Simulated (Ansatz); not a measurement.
# Property card for ZrCu

ZrCu:
Space group Pm-3m (No. 221); a = b = c = 3.2536 Å, α = β = γ = 90.00°

| atom | site | symmetry | x | y | z |
|---|---|---|---|---|---|
| Zr | 1b | m-3m | 0.5000 | 0.5000 | 0.5000 |
| Cu | 1a | m-3m | 0.0000 | 0.0000 | 0.0000 |

Space group Pm-3m (No. 221), CsCl type; conventional cell a = b = c = 3.254 Å, α = β = γ = 90.00°.

Method: DFT-r²SCAN in the program Ansatz with PAW potentials. The cell and atoms are relaxed at this level. Other levels are named where they apply.

**Cell and energy**

```yaml
volume_per_atom: 17.22 Å³
density: 7.46 g/cm³
Formation energy from the elements (no fitted shifts): -0.097 eV/atom
```

**Electronic structure**

```yaml
electronic_character: metallic (no gap)
Density of states at the Fermi level: 1.6 states/eV per atom (mean over ±0.08 eV)
Gap with spin–orbit coupling: none (metallic)
```

**Mechanics**

```yaml
Bulk modulus (Birch–Murnaghan fit): 1250 kbar
Pressure derivative B′: 4.1
Elastic constants (relaxed ions, GPa): C11 = 147, C12 = 116, C44 = 39.9
mechanical_stability: stable (all eigenvalues of C positive)
hill_bulk_and_shear_moduli: 126 and 27.4 GPa
Young's modulus: 76.7 GPa
Poisson's ratio: 0.40
debye_temperature_from_the_elastic_constants: 250 K
```

**Phonons**

```yaml
highest_zone_centre_frequency: 19.4 meV
zone_centre_stability: no imaginary mode at Γ
```

**Charges**

```yaml
bader_charges: Zr +1.23, Cu -1.23 e
```

The workflow started from a Materials Project entry (that database holds measured and hypothetical structures alike); the Crystallography Open Database copy checked does not list it. Its standing as an ambient phase is unchecked. The r²SCAN relaxation kept the symmetry of its start. The run is not spin-polarised. As this level gives no gap, shear constants depend on the k-mesh and smearing (Fermi–Dirac, 0.1 eV here). As this level gives no gap, phonon frequencies hold no LO–TO term and depend on the k-mesh and smearing (Fermi–Dirac, 0.1 eV here). The references are the lowest solids computed at this level, not always the standard phases. Scalar-relativistic: spin–orbit coupling is off unless named, which matters more the heavier the elements.

Potentials: the later of the program's two PAW sets.
